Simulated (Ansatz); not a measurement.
This run works on a proposed trial structure, not on a known crystal.

Input and command of a plane-wave DFT calculation in Ansatz:

```yaml
crystal:
  lattice:
    - [1.5602205049, 0.9007937285, 8.1958900589]
    - [-1.5602205049, 0.9007937285, 8.1958900589]
    - [0.0, -1.801587457, 8.1958900589]
  atoms:
    - { symbol: Zr, position: [0.9993698326, 0.9993698326, 0.9993698326] }
    - { symbol: Mo, position: [0.4433850076, 0.4433850076, 0.4433850076] }
    - { symbol: Mo, position: [0.5580033918, 0.5580033918, 0.5580033918] }
    - { symbol: C, position: [0.7255816343, 0.7255816343, 0.7255816343] }
    - { symbol: C, position: [0.2744320357, 0.2744320357, 0.2744320357] }
    - { symbol: C, position: [0.8325580981, 0.8325580981, 0.8325580981] }
basis:
  ecutwfc: 420
kpoints:
  mp_grid: { grid: [12, 12, 12] }
hamiltonian:
  xc: pbe
scf:
  occupations: { method: gaussian, width: 0.1 }
output:
  forces: true
  stress: true
  eigenvalues: true
  write_density: true
  write_potential: true
  elf: true
  volumetric_format: npy
relax:
  adjacent_minimum: "off"
  f_tol: 0.01
  max_steps: 30
  cell: { stress_tol: 0.1, fix: [volume] }
```

```bash
ansatz run input.yaml --threads 1 --pin off --max-ram 2560MiB --backend cpu --events-out ev --progress --plain --runs-dir out
```

Processor: Intel(R) Xeon(R) Gold 6455B (Sapphire Rapids), 1 thread, on a host shared with other jobs.

**Question.** Estimate time, memory and problem size.

**Answer.** About 110 s, peak memory 0.65 GiB. It solves 32 bands at 189 k points (after reduction by symmetry) with about 1329 plane waves, in 34 SCF iterations over 5 ionic steps.
